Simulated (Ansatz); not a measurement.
## CaRu2O5: rattling a relaxed structure

The structure comes from a generated guess, relaxed at this level; another structure or a mixture of phases may lie lower.

All numbers below come from DFT PBE, scalar-relativistic, plane waves, PAW (Ansatz 0.2.0). Cutoff 420 eV; k points 8×8×6 on the computed 8-atom cell (Γ-centred); Gaussian smearing, width 0.10 eV; collinear spin from starting moments 0.0 0.3 0.3 0.0 0.0 0.0 0.0 0.0 μB.

The cell below (8 atoms, space group P4/mmm (No. 123)) is relaxed within its symmetry.

```cif
data_structure
_symmetry_space_group_name_H-M 'P 1'
_symmetry_Int_Tables_number 1
_cell_length_a 4.1057
_cell_length_b 4.1057
_cell_length_c 6.4309
_cell_angle_alpha 90.000
_cell_angle_beta 90.000
_cell_angle_gamma 90.000
_cell_volume 108.41
loop_
_atom_site_label
_atom_site_type_symbol
_atom_site_fract_x
_atom_site_fract_y
_atom_site_fract_z
_atom_site_occupancy
Ca1 Ca 0.50000 0.50000 0.50000 1
Ru1 Ru 0.50000 0.00000 0.00000 1
Ru2 Ru 0.00000 0.50000 0.00000 1
O1 O 0.50000 0.50000 0.00000 1
O2 O 0.00000 0.50000 0.72219 1
O3 O 0.50000 0.00000 0.27781 1
O4 O 0.00000 0.50000 0.27781 1
O5 O 0.50000 0.00000 0.72219 1
```

For the test it was strained at random (σ = 1.5 % a component), the atoms were moved at random (σ = 0.10 Å), and all was relaxed again on a coarse 6×6×4 mesh (in the run’s order of axes) with 0.20 eV smearing, with no symmetry imposed.

Another magnetic order may lie lower.

**Question.** Is the structure stable against such a distortion?

**Answer.** It returns, within 1 meV/atom of the unmoved cell on that mesh and with the same symmetry when read at 0.1 Å. No instability shows in this cell; modes of other wave vectors, which need another repeat, aren't tested.
